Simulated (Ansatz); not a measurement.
Task: Each is relaxed and computed with the program Ansatz at the PBEsol level (PAW). Which is the only metal?
A. GaSb, NiAs type
B. Sr2GaSbO6, Fm-3m (Sr on 8c, Ga on 4a, Sb on 4b, O on 24e)
C. InGaP2, R3m (In on 3a, Ga on 3a, P on 3a, P on 3a)
D. GaN, P6_222 (Ga on 3d, N on 3c)

Result: A, GaSb, NiAs type. GaSb: metal; GaN: gap 1.47 eV; Sr2GaSbO6: gap 1.12 eV (direct); InGaP2: gap 0.66 eV (direct). Typed or built starts, not in the databases checked: GaSb, NiAs type; GaN, P6_222 (Ga on 3d, N on 3c). Not the usual ambient phase: GaSb, NiAs type; GaN, P6_222 (Ga on 3d, N on 3c). Standing as an ambient phase not checked: Sr2GaSbO6, Fm-3m (Sr on 8c, Ga on 4a, Sb on 4b, O on 24e); InGaP2, R3m (In on 3a, Ga on 3a, P on 3a, P on 3a). Perhaps ordered models of mixed-site phases: InGaP2, R3m (In on 3a, Ga on 3a, P on 3a, P on 3a). All cells were relaxed under the symmetry of their starts (and spin orders); stability against distortions was not tested throughout. Scalar-relativistic: spin–orbit coupling is off unless named, which matters more the heavier the elements.

Potentials: the later of the program's two PAW sets.
